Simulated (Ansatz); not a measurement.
A scan (energy against volume; even scaling of the relaxed cell, symmetry kept) gave these values. Method: PBE (plane waves to 420 eV, PAW, scalar-relativistic; Ansatz, a quantum-chemistry and plane-wave program).

Bulk modulus B₀ (third-order Birch-Murnaghan fit): 15.1 GPa
Pressure derivative B₀′ (fit): 4.7
Equilibrium volume of the fit: 34.79 Å³/atom

Question: Of these crystals, all scanned alike, which one is it?
A. InSb (zinc blende)
B. BeS (zinc blende)
C. NaI (rock salt)

Answer: C, NaI (rock salt). The others have, for the bulk modulus: BeS 92.9 GPa, InSb 36.7 GPa

All were relaxed with their symmetry unable to fall. At this level the bands of InSb touch or barely overlap; measurements give the solid a gap. Spin-orbit coupling is left out.

(A scan under strain: stresses follow from slopes of the energy per volume, elastic moduli from its curvatures.)
